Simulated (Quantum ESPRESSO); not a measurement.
Kohn-Sham bands of ZrO$_{2}$ (fluorite)

```
ZrO2
1.0
    0.00000     2.54508     2.54508
    2.54508     0.00000     2.54508
    2.54508     2.54508     0.00000
Zr O
1 2
Direct
  0.00000   0.00000   0.00000
  0.25000   0.25000   0.25000
  0.75000   0.75000   0.75000
```

Materials Project entry mp-1565; symmetrised, unrelaxed at this level. COD (Crystallography Open Database) records the formula in this space group. Ideal cubic forms of this type are often high-temperature phases that distort on cooling; symmetry holds the cell here, and its stability was not tested. Computed values, not measurements, from PBEsol: Quantum ESPRESSO (norm-conserving PseudoDojo potentials, cutoff 68 Ry, no spin polarisation, no spin-orbit coupling) on a Γ-centred 10×10×10 mesh, then Wannier90. Density: 10×10×10 mesh, cold smearing 0.01 Ry.

**Question.** List the Kohn-Sham levels between −8 and 6.3 eV relative to the valence-band maximum at the high-symmetry points, as a band run of pw.x on that density gives them (levels within 2 meV counted together).

**Answer.** 
```tsv
point	k (reciprocal lattice)	levels (eV)
Γ	0.000 0.000 0.000	-5.27 (×3), -0.54 (×3), 3.30 (×2)
X	0.500 0.000 0.500	-6.00, -3.17 (×2), -1.52 (×2), 0.00, 3.71, 4.71, 5.84
U	0.625 0.250 0.625	-5.38, -3.65, -3.10, -2.23, -1.22, -0.34, 3.96, 4.71, 6.16
K	0.375 0.375 0.750	-5.38, -3.65, -3.10, -2.23, -1.22, -0.34, 3.96, 4.71, 6.16
L	0.500 0.500 0.500	-4.26 (×2), -2.56, -2.51, -1.66 (×2), 3.95 (×2), 6.10
W	0.500 0.250 0.750	-4.81, -4.71, -2.40 (×2), -1.39, -0.20, 4.38, 4.54, 6.29 (×2)
```
